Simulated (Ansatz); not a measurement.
Mo3W: stable or not

The cell was found from a structure generator's guess, not taken from experiment.

Theory: DFT PBE, scalar-relativistic, plane waves, PAW (Ansatz 0.2.0). Plane waves to 420 eV, a 14×14×8 mesh through Γ for the 4-atom cell and 0.10 eV Gaussian smearing; no spin polarisation.

```xyz
4
Lattice="3.1659 0.0000 0.0000 0.0000 3.1659 0.0000 0.0000 0.0000 6.3365" Properties=species:S:1:pos:R:3 pbc="T T T"
Mo    0.0000    0.0000    4.7566
Mo    1.5830    1.5830    0.0000
Mo    0.0000    0.0000    1.5799
W     1.5830    1.5830    3.1683
```

Energies over the elements count from the elements' standard structures at the same level, with no fitted energy shifts.

Question: These tests were run: energy against the elements; phonons on a 2×2×1 q mesh; elastic tensor. What do they show?

Answer:

| test | result |
| --- | --- |
| energy against the elements | 0.00 eV/atom |
| phonons on a 2×2×1 q mesh | no imaginary mode on the mesh |
| elastic tensor | least eigenvalue 110 GPa |

It fails none of these tests outright. Whether a mixture of other phases lies lower isn't tested here. Undecided within the accuracy: energy against the elements.

For metals, differences of a few meV/atom aren't resolved. These runs have no spin–orbit coupling, which can matter for W. The run for the phonons used a 14×14×8 k mesh and Fermi–Dirac smearing of 0.15 eV. The run for the elastic tensor used a 14×14×8 k mesh and Fermi–Dirac smearing of 0.15 eV.
